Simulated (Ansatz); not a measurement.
LaN:
```
CELL_PARAMETERS angstrom
      4.15665     0.00000     0.00000
     -2.07832     3.59976     0.00000
      0.00000     0.00000     5.85871
ATOMIC_POSITIONS crystal
  La 0.33333 0.66667 0.99471
  La 0.66667 0.33333 0.49471
  N  0.33333 0.66667 0.41529
  N  0.66667 0.33333 0.91529
```

The program Ansatz at the r²SCAN level (PAW) gives a gap of 1.44 eV without spin–orbit coupling, maximum at K, minimum at Γ.

Task: What happens when spin–orbit coupling is switched on?

Result: The gap stays essentially unchanged, to 1.44 eV; maximum on the M–K line, 94 % of the way from M, minimum at Γ.

Space group P6_3mc. The workflow started from a Materials Project entry (that database holds measured and hypothetical structures alike); the Crystallography Open Database copy checked does not list it. COD files the formula under space group No. 225. Its standing as an ambient phase is unchecked. The cell was relaxed with r²SCAN under the symmetry of its start; its stability against distortions is not shown here.

Potentials: the later of the program's two PAW sets.
